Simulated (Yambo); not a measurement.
## Optical response of LaOF

```
LaOF
1.0
    2.02113     1.16690     6.72590
   -2.02113     1.16690     6.72590
    0.00000    -2.33380     6.72590
O F La
2 2 2
Direct
  0.62271   0.62271   0.62271
  0.37729   0.37729   0.37729
  0.87066   0.87066   0.87066
  0.12934   0.12934   0.12934
  0.74190   0.74190   0.74190
  0.25810   0.25810   0.25810
```

Yambo, RPA with local fields on PBEsol bands shifted by a G0W0 scissor of 2.74 eV; 6×6×6 mesh, 79 bands, 3 Ry local-field block, 0.2 eV broadening; field along x.

```json
[
 {"E (eV)": "0.0", "Im ε": "0.00", "Re ε": "3.07", "Im ε, independent particles": "0.00"},
 {"E (eV)": "0.6", "Im ε": "0.00", "Re ε": "3.08", "Im ε, independent particles": "0.00"},
 {"E (eV)": "1.2", "Im ε": "0.01", "Re ε": "3.09", "Im ε, independent particles": "0.01"},
 {"E (eV)": "1.9", "Im ε": "0.01", "Re ε": "3.12", "Im ε, independent particles": "0.01"},
 {"E (eV)": "2.5", "Im ε": "0.02", "Re ε": "3.17", "Im ε, independent particles": "0.02"},
 {"E (eV)": "3.1", "Im ε": "0.02", "Re ε": "3.22", "Im ε, independent particles": "0.02"},
 {"E (eV)": "3.8", "Im ε": "0.03", "Re ε": "3.30", "Im ε, independent particles": "0.03"},
 {"E (eV)": "4.4", "Im ε": "0.04", "Re ε": "3.41", "Im ε, independent particles": "0.04"},
 {"E (eV)": "5.0", "Im ε": "0.05", "Re ε": "3.54", "Im ε, independent particles": "0.06"},
 {"E (eV)": "5.6", "Im ε": "0.07", "Re ε": "3.73", "Im ε, independent particles": "0.08"},
 {"E (eV)": "6.2", "Im ε": "0.11", "Re ε": "4.00", "Im ε, independent particles": "0.12"},
 {"E (eV)": "6.9", "Im ε": "0.18", "Re ε": "4.42", "Im ε, independent particles": "0.21"},
 {"E (eV)": "7.5", "Im ε": "0.46", "Re ε": "5.21", "Im ε, independent particles": "0.56"},
 {"E (eV)": "8.1", "Im ε": "2.54", "Re ε": "5.75", "Im ε, independent particles": "3.19"},
 {"E (eV)": "8.8", "Im ε": "2.72", "Re ε": "3.89", "Im ε, independent particles": "2.91"},
 {"E (eV)": "9.4", "Im ε": "2.56", "Re ε": "4.23", "Im ε, independent particles": "2.66"},
 {"E (eV)": "10.0", "Im ε": "3.07", "Re ε": "4.22", "Im ε, independent particles": "2.97"},
 {"E (eV)": "10.6", "Im ε": "3.96", "Re ε": "3.76", "Im ε, independent particles": "3.94"},
 {"E (eV)": "11.2", "Im ε": "5.06", "Re ε": "3.64", "Im ε, independent particles": "5.17"},
 {"E (eV)": "11.9", "Im ε": "5.01", "Re ε": "1.27", "Im ε, independent particles": "5.12"},
 {"E (eV)": "12.5", "Im ε": "5.18", "Re ε": "1.35", "Im ε, independent particles": "5.22"},
 {"E (eV)": "13.1", "Im ε": "4.35", "Re ε": "-0.38", "Im ε, independent particles": "4.40"},
 {"E (eV)": "13.8", "Im ε": "3.29", "Re ε": "-1.36", "Im ε, independent particles": "3.23"},
 {"E (eV)": "14.4", "Im ε": "1.61", "Re ε": "-1.16", "Im ε, independent particles": "1.61"},
 {"E (eV)": "15.0", "Im ε": "1.02", "Re ε": "-0.35", "Im ε, independent particles": "1.07"},
 {"E (eV)": "15.6", "Im ε": "1.03", "Re ε": "0.14", "Im ε, independent particles": "1.09"},
 {"E (eV)": "16.2", "Im ε": "1.07", "Re ε": "0.32", "Im ε, independent particles": "1.10"},
 {"E (eV)": "16.9", "Im ε": "1.03", "Re ε": "0.21", "Im ε, independent particles": "1.01"},
 {"E (eV)": "17.5", "Im ε": "0.72", "Re ε": "0.33", "Im ε, independent particles": "0.76"},
 {"E (eV)": "18.1", "Im ε": "0.51", "Re ε": "0.62", "Im ε, independent particles": "0.57"},
 {"E (eV)": "18.8", "Im ε": "0.69", "Re ε": "0.86", "Im ε, independent particles": "1.02"},
 {"E (eV)": "19.4", "Im ε": "0.65", "Re ε": "0.89", "Im ε, independent particles": "0.92"},
 {"E (eV)": "20.0", "Im ε": "0.60", "Re ε": "1.06", "Im ε, independent particles": "1.02"}
]
```

Structure narrower than a few tenths of an eV can come from the finite k mesh. Convergence of the RPA response with its 6×6×6 mesh was not tested. The scissor comes from a G0W0 run whose convergence isn't established. No excitonic effects at this level.

The 4f states are in the valence at their DFT position.

Geometry of the Materials Project entry, not relaxed at this level.
